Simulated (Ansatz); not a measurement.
**Electric field gradients in BaZrO$_{3}$**

```xyz
5
Lattice="4.1815 0.0000 0.0000 0.0000 4.1815 0.0000 0.0000 0.0000 4.1815" Properties=species:S:1:pos:R:3 pbc="T T T"
Ba    2.0907    2.0907    2.0907
Zr    0.0000    0.0000    0.0000
O     2.0907    0.0000    0.0000
O     0.0000    2.0907    0.0000
O     0.0000    0.0000    2.0907
```

Atoms are numbered in the order listed.

The geometry is COD entry 1538369, unchecked; take it as a test cell. It is an old determination, and later ones may differ.

Methods: DFT, PBE, all-electron PAW with datasets made for the crystal, scalar-relativistic (Ansatz 0.2.0); DFT, PBE, PAW with Ansatz's default frozen-core files, scalar-relativistic (Ansatz 0.2.0).

For the crystal-made all-electron datasets (AE datasets): a Γ-centred 5×5×5 k mesh, Fermi–Dirac smearing of 0.03 eV, cutoff 400 eV (chosen by the program for this cell), no spin polarisation. PAW takes a cutoff of 420 eV at this cell. The Ansatz runs share mesh, smearing and spin set-up.

No spin–orbit coupling: at heavy atoms the gradients can be off by tens of per cent for that reason.

Vzz is the principal value of largest size of the traceless field-gradient tensor, in 10²¹ V/m², and η = (Vxx − Vyy)/Vzz with |Vzz| ≥ |Vyy| ≥ |Vxx|.

(1) Give the field gradient at each independent site.

(2) Taking Q(O-17) = -0.0256 b, what quadrupole coupling constant follows at O3 from AE datasets?

Results:

(1) 
```
site  site symmetry  Vzz (η), AE datasets      Vzz (η), PAW
 Ba1           m-3m       0 (under 0.004)   0 (under 0.004)
 Zr2           m-3m       0 (under 0.004)   0 (under 0.004)
  O3         4/mm.m      -1.44 (η = 0.00)  -1.39 (η = 0.00)
```

(2) Cq = eQVzz/h = 24.180 MHz × -0.0256 × (-1.44) = 0.891 MHz.
